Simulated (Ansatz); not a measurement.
Values for one crystal, relaxed and computed with the program Ansatz at the r²SCAN level (PAW); other levels are named.

Volume per atom: 15.29 Å³
Electronic character: metallic (no gap)
Density of states at the Fermi level: 2.0 states/eV per atom (mean over ±0.08 eV)
Mechanical stability: stable (all eigenvalues of C positive)
Debye temperature from the elastic constants: 230 K
Bulk modulus (Birch–Murnaghan fit): 271 GPa
Poisson's ratio: 0.40

**Question.** Pick the material that matches.
(A) Nb, fcc (Cu type)
(B) Rh, fcc (Cu type)
(C) Pt, fcc (Cu type)
(D) Au, fcc (Cu type)

**Answer.** C, Pt, fcc (Cu type)

Space group Fm-3m (fcc (Cu type)). The cell was relaxed with r²SCAN under the symmetry of its start. The run is not spin-polarised. As this level gives no gap, shear constants depend on the k-mesh and smearing (Fermi–Dirac, 0.1 eV here). On the denser mesh and wider smearing of the elastic run this cell carries a stress of 0.3 GPa. Spin–orbit coupling is left out wherever it is not named.

Potentials: the earlier of the program's two PAW sets.
